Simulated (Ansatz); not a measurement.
WS₂, 2H-MoS2 type, relaxed with r2SCAN+rVV10 in the plane-wave code Ansatz. It is hexagonal, P6_3/mmc (No. 194); a = 3.170 Å, c = 12.491 Å in the conventional setting, 18.12 Å³ an atom. W is surrounded by 6 S at 2.41 Å; S is surrounded by 3 W at 2.41 Å.

The axes x, y and z are those of this cell:
```xyz
6
Lattice="3.1699 0.0000 0.0000 -1.5850 2.7453 0.0000 0.0000 0.0000 12.4911" Properties=species:S:1:pos:R:3 pbc="T T T"
W     0.0000    1.8302    3.1228
W     1.5850    0.9151    9.3683
S     1.5850    0.9151    4.6855
S     1.5850    0.9151    1.5600
S     0.0000    1.8302   10.9310
S     0.0000    1.8302    7.8056
```

Unstrained: PBE gives an indirect gap of 1.042 eV, from Γ to Γ–K (0.52 of the way from Γ); the least direct gap is 1.773 eV at K. With r2SCAN the valence top lies at Γ and the conduction bottom at Γ–K (0.52 of the way from Γ), 1.151 eV higher; the smallest vertical gap, at K, is 1.898 eV. HSE06 gives an indirect gap of 1.573 eV, from Γ to Γ–K (0.52 of the way from Γ); the least direct gap is 2.258 eV at K. r2SCAN+SOC gives an indirect gap of 1.100 eV, from Γ to Γ–K (0.52 of the way from Γ); the least direct gap is 1.698 eV at K. Meshes: PBE 12×12×2, r2SCAN 12×12×2, HSE06 6×6×2, r2SCAN+SOC 12×12×2. Strains are changes of length per length. After each strain the atoms were relaxed again with r2SCAN+rVV10 in this cell and within any symmetry left, so distortions that break it or need a larger cell weren't tested; points keep the names that they have in the unstrained zone. The values are computed, non-magnetic, and not measurements.

(1) Apply uniaxial -4.0 % along z, other directions held. How far does the gap move, against the unstrained cell?

(2) Apply uniaxial +3.0 % along z, other directions held. How far does the gap move, against the unstrained cell?

(3) Apply uniaxial -3.0 % along z, other directions held. How far does the gap move, against the unstrained cell?

(4) Estimate what uniaxial -1.0 % along z, other directions held does to the gap.

(5) Apply uniaxial +2.0 % along z, other directions held. How far does the gap move, against the unstrained cell?

(6) Estimate what uniaxial -2.0 % along z, other directions held does to the gap.

(7) Estimate what uniaxial +4.0 % along z, other directions held does to the gap.

(8) Estimate what uniaxial +1.0 % along z, other directions held does to the gap.

(9) Order the strained cells by their r2SCAN+SOC gap, smallest first.
A. uniaxial -1.0 % along z, other directions held
B. uniaxial +3.0 % along z, other directions held
C. uniaxial -4.0 % along z, other directions held
D. uniaxial +2.0 % along z, other directions held
E. uniaxial +4.0 % along z, other directions held
F. uniaxial -2.0 % along z, other directions held
G. uniaxial -3.0 % along z, other directions held
H. uniaxial +1.0 % along z, other directions held

Results:

(1) PBE: the gap goes from 1.042 to 0.828 eV (-0.215 eV). r2SCAN: the gap goes from 1.151 to 0.929 eV (-0.222 eV). HSE06: the gap goes from 1.573 to 1.332 eV (-0.241 eV). r2SCAN+SOC: the gap goes from 1.100 to 0.884 eV (-0.216 eV).

(2) PBE: the gap goes from 1.042 to 1.190 eV (+0.147 eV). r2SCAN: the gap goes from 1.151 to 1.302 eV (+0.151 eV). HSE06: the gap goes from 1.573 to 1.736 eV (+0.163 eV). r2SCAN+SOC: the gap goes from 1.100 to 1.246 eV (+0.146 eV).

(3) PBE: the gap goes from 1.042 to 0.883 eV (-0.160 eV). r2SCAN: the gap goes from 1.151 to 0.986 eV (-0.165 eV). HSE06: the gap goes from 1.573 to 1.394 eV (-0.179 eV). r2SCAN+SOC: the gap goes from 1.100 to 0.940 eV (-0.160 eV).

(4) PBE: the gap goes from 1.042 to 0.990 eV (-0.052 eV). r2SCAN: the gap goes from 1.151 to 1.097 eV (-0.054 eV). HSE06: the gap goes from 1.573 to 1.515 eV (-0.058 eV). r2SCAN+SOC: the gap goes from 1.100 to 1.048 eV (-0.052 eV).

(5) PBE: the gap goes from 1.042 to 1.142 eV (+0.100 eV). r2SCAN: the gap goes from 1.151 to 1.254 eV (+0.103 eV). HSE06: the gap goes from 1.573 to 1.684 eV (+0.111 eV). r2SCAN+SOC: the gap goes from 1.100 to 1.199 eV (+0.099 eV).

(6) PBE: the gap goes from 1.042 to 0.937 eV (-0.105 eV). r2SCAN: the gap goes from 1.151 to 1.042 eV (-0.109 eV). HSE06: the gap goes from 1.573 to 1.455 eV (-0.118 eV). r2SCAN+SOC: the gap goes from 1.100 to 0.994 eV (-0.105 eV).

(7) PBE: the gap goes from 1.042 to 1.235 eV (+0.193 eV). r2SCAN: the gap goes from 1.151 to 1.350 eV (+0.199 eV). HSE06: the gap goes from 1.573 to 1.787 eV (+0.214 eV). r2SCAN+SOC: the gap goes from 1.100 to 1.292 eV (+0.192 eV).

(8) PBE: the gap goes from 1.042 to 1.093 eV (+0.051 eV). r2SCAN: the gap goes from 1.151 to 1.203 eV (+0.052 eV). HSE06: the gap goes from 1.573 to 1.629 eV (+0.056 eV). r2SCAN+SOC: the gap goes from 1.100 to 1.150 eV (+0.050 eV).

(9) C (0.88 eV), G (0.94 eV), F (0.99 eV), A (1.05 eV), H (1.15 eV), D (1.20 eV), B (1.25 eV), E (1.29 eV).

Only the levels marked +SOC include spin-orbit coupling.

Where an edge lies off the special points, it is a point of the mesh or the k point where a search put PBE's edge or least direct gap, reused for the other functionals, whose own edges may lie a little apart.

The meshes of the hybrids are coarse, so their gaps aren't converged to the digits shown.
